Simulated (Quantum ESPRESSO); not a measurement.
pw.x input (Quantum ESPRESSO 7.5; PBEsol, PseudoDojo standard norm-conserving files, scalar-relativistic):

```
&CONTROL
  calculation = 'scf'
  pseudo_dir = './pseudo'
  outdir = './out'
  tprnfor = .true.
  tstress = .true.
/
&SYSTEM
  ibrav = 0
  nat = 10
  ntyp = 3
  ecutwfc = 84.0
  ecutrho = 336.0
  occupations = 'smearing'
  smearing = 'fd'
  degauss = 0.002
  nbnd = 28
/
&ELECTRONS
  conv_thr = 1e-09
/
ATOMIC_SPECIES
B 10.8100 B.upf
O 15.9990 O.upf
Al 26.9815 Al.upf
CELL_PARAMETERS angstrom
  2.252739971000   1.300620028000   4.634307000000
 -2.252739971000   1.300620028000   4.634307000000
  0.000000000000  -2.601240057000   4.634307000000
ATOMIC_POSITIONS crystal
B   0.750000000000   0.750000000000   0.750000000000
B   0.250000000000   0.250000000000   0.250000000000
O   0.750000000000   0.442093000000   0.057907000000
O   0.250000000000   0.557907000000   0.942093000000
O   0.057907000000   0.750000000000   0.442093000000
O   0.942093000000   0.250000000000   0.557907000000
O   0.442093000000   0.057907000000   0.750000000000
O   0.557907000000   0.942093000000   0.250000000000
Al   0.500000000000   0.500000000000   0.500000000000
Al   0.000000000000   0.000000000000   0.000000000000
K_POINTS automatic
8 8 8 0 0 0
```

End of the output:

```

[...]
     the Fermi energy is    10.0844 ev
!    total energy              =    -219.91929558 Ry
     estimated scf accuracy    <          1.9E-10 Ry
     smearing contrib. (-TS)   =       0.00000000 Ry
     internal energy E=F+TS    =    -219.91929558 Ry
     The total energy is F=E-TS. E is the sum of the following terms:
     one-electron contribution =     -40.97612007 Ry
     hartree contribution      =      53.38429595 Ry
     xc contribution           =     -59.52613911 Ry
     ewald contribution        =    -172.80133235 Ry
     convergence has been achieved in   9 iterations
     Forces acting on atoms (cartesian axes, Ry/au):
     atom    1 type  1   force =    -0.00000000    0.00000000    0.00000000
     atom    2 type  1   force =    -0.00000000    0.00000000    0.00000000
     atom    3 type  2   force =    -0.00099891    0.00173016    0.00000000
     atom    4 type  2   force =     0.00099891   -0.00173016   -0.00000000
     atom    5 type  2   force =    -0.00099891   -0.00173016   -0.00000000
     atom    6 type  2   force =     0.00099891    0.00173016    0.00000000
     atom    7 type  2   force =     0.00199782    0.00000000    0.00000000
     atom    8 type  2   force =    -0.00199782    0.00000000    0.00000000
     atom    9 type  3   force =     0.00000000   -0.00000000   -0.00000000
     atom   10 type  3   force =    -0.00000000   -0.00000000   -0.00000000
     Total force =     0.004894     Total SCF correction =     0.000008
     Computing stress (Cartesian axis) and pressure
          total   stress  (Ry/bohr**3)                   (kbar)     P=      -59.70
  -0.00041891   0.00000000   0.00000000          -61.62        0.00        0.00
  -0.00000000  -0.00041891  -0.00000000           -0.00      -61.62       -0.00
   0.00000000  -0.00000000  -0.00037974            0.00       -0.00      -55.86
```
In a gapped system the printed Fermi energy is only some level inside the gap.

Geometry of the Materials Project entry, not relaxed at this level.
